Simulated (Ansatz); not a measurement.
Relaxed-ion elastic tensor of KF (CsCl type, Pm-3m) in GPa (Voigt order), LDA in the plane-wave PAW code Ansatz; density 3.29 g/cm³, 14.65 Å³ per atom.

```
      1     2     3     4     5     6
-  ----  ----  ----  ----  ----  ----
1   119  19.5  19.5   0.0   0.0   0.0
2  19.5   119  19.5   0.0   0.0   0.0
3  19.5  19.5   119   0.0   0.0   0.0
4   0.0   0.0   0.0  16.4   0.0   0.0
5   0.0   0.0   0.0   0.0  16.4   0.0
6   0.0   0.0   0.0   0.0   0.0  16.4
```

Q: Is the crystal mechanically stable?

A: Yes: the smallest eigenvalue of C is 16.4 GPa.

Q: Work out the Voigt, Reuss and Hill averages.

A: K_V = 52.5, K_R = 52.5, K_H = 52.5; G_V = 29.7, G_R = 22.4, G_H = 26.1 GPa.

Q: Give Young's modulus, Poisson's ratio, Pugh's ratio and the universal anisotropy index.

A: E = 9KG/(3K + G) = 67.1 GPa; ν = 0.29; K/G = 2.02 (ductile by the Pugh limit of 1.75); A_U = 5G_V/G_R + K_V/K_R − 6 = 1.62.

Q: Estimate the sound speeds and the Debye temperature.

A: v_l = √((K + 4G/3)/ρ) = 5150 m/s, v_t = √(G/ρ) = 2810 m/s, mean 3140 m/s; Θ = (h/k)(3n/4πV)^(1/3) v_m = 382 K.

Q: Give the Zener ratio and Young's modulus along [100], [110] and [111].

A: A = 2C44/(C11 − C12) = 0.33; 1/E = S11 − 2(S11 − S12 − S44/2)Γ with Γ = 0, 1/4, 1/3 gives 113, 52.6, 44.6 GPa.

Q: Solve the Christoffel equation for the three sound speeds along [100], [110], [111].

A: Eigenvalues of C_ijkl n_j n_l equal ρv². In km/s, slowest first: [100] 2.23, 2.23, 6.00; [110] 2.23, 3.88, 5.10; [111] 3.42, 3.42, 4.76.

The workflow started from a Materials Project entry (that database holds measured and hypothetical structures alike); the Crystallography Open Database copy checked does not list it. It is not the phase usual at ambient conditions (space group No. 225). Symmetry was held in the LDA relaxation; phonons on a q-mesh show no instability.

Potentials: the later of the program's two PAW sets.
